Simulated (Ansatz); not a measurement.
The end point of a relaxation of SnS. Calculation: PBEsol (plane waves to 420 eV, PAW, scalar-relativistic; Ansatz, a first-principles code).

```cif
data_S4Sn4
_chemical_formula_sum 'Sn4 S4'
_space_group_name_H-M_alt 'P 1'
_space_group_IT_number 1
_cell_length_a 8.01392
_cell_length_b 3.96588
_cell_length_c 5.85066
_cell_angle_alpha 90.000
_cell_angle_beta 90.000
_cell_angle_gamma 90.000
loop_
_space_group_symop_operation_xyz
  'x, y, z'
loop_
_atom_site_label
_atom_site_type_symbol
_atom_site_fract_x
_atom_site_fract_y
_atom_site_fract_z
_atom_site_occupancy
Sn1 Sn 0.10906 0.75000 0.18842 1
Sn2 Sn 0.60906 0.75000 0.31158 1
Sn3 Sn 0.89094 0.25000 0.81158 1
Sn4 Sn 0.39094 0.25000 0.68842 1
S1 S 0.16757 0.75000 0.63182 1
S2 S 0.66757 0.75000 0.86818 1
S3 S 0.83243 0.25000 0.36818 1
S4 S 0.33243 0.25000 0.13182 1
```

Q: Find the space group and the Wyckoff positions (tolerance 0.01 Å).

A: Space group Pnma (No. 62); a = 8.0139 Å, b = 3.9659 Å, c = 5.8507 Å, α = 90.00°, β = 90.00°, γ = 90.00°

```csv
atom,site,symmetry,x,y,z
Sn,4c,.m.,0.1091,0.7500,0.1884
S,4c,.m.,0.3324,0.2500,0.1318
```

Q: Give the shortest distances between elements (the closest pairs, up to four, under 3.6 Å).

A: S–Sn 2.64 Å; Sn–Sn 3.44 Å.

* **Volume per atom**: 23.24 Å³
* **Density**: 5.39 g/cm³
* **Band gap**: zero (the bands touch at this level, without spin-orbit coupling)

No spin polarisation in the result. The gap comes from the SCF mesh and the high-symmetry points alone.

The run could not lose the symmetry of its start; a randomly shaken copy of 8 atoms returns to this structure.

The first start was generated by placing the elements on the sites of a structure type. A measured structure of SnS has the same space group, Pnma (No. 62); the sites were not compared with it.
